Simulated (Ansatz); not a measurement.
CrN in space group R-3m (No. 166; Cr on 3a, N on 3b) under volume change, plane-wave PAW r²SCAN (Ansatz code), shape and atoms relaxed at each volume.

| V (Å³/atom) | E − E(relaxed) (meV/atom) | P (GPa) |
|---|---|---|
| 8.114 | … | … |
| 8.382 | 29.9 | 18.90 |
| 8.649 | 7.1 | 8.72 |
| 8.917 | 0.0 | -0.01 |
| 9.184 | 6.4 | -7.51 |
| 9.452 | 24.5 | -13.94 |
| 9.719 | … | … |

Task: Some entries are withheld; supply them.

Result: 
- 8.114, E − E(relaxed) (meV/atom): 71.1
- 8.114, P (GPa): 30.75
- 9.719, E − E(relaxed) (meV/atom): 52.5
- 9.719, P (GPa): -19.45

Task: What does a third-order Birch–Murnaghan fit give for V₀, B₀ and B′?

Result: V₀ = 8.92 Å³/atom, B₀ = 269 GPa, B′ = 4.1.

The cell is a constructed one: a structure type filled with these elements; the Crystallography Open Database copy checked does not list it. COD files the formula under space group No. 225, so this cell is another polymorph or a model. Whether it is the stable phase at ambient conditions was not checked. The cell was relaxed with r²SCAN under the symmetry of its start, as lowered by the spin order; whether a distortion lowers the energy is not shown. The final state is antiferromagnetic, chosen from 3 collinear starts compared on coarse meshes (ties went to the first, and starts can fall back to one state), not a proven ground state. Other orbital occupations within this spin state were not tried. No Hubbard U is applied.

Potentials: the later of the program's two PAW sets.
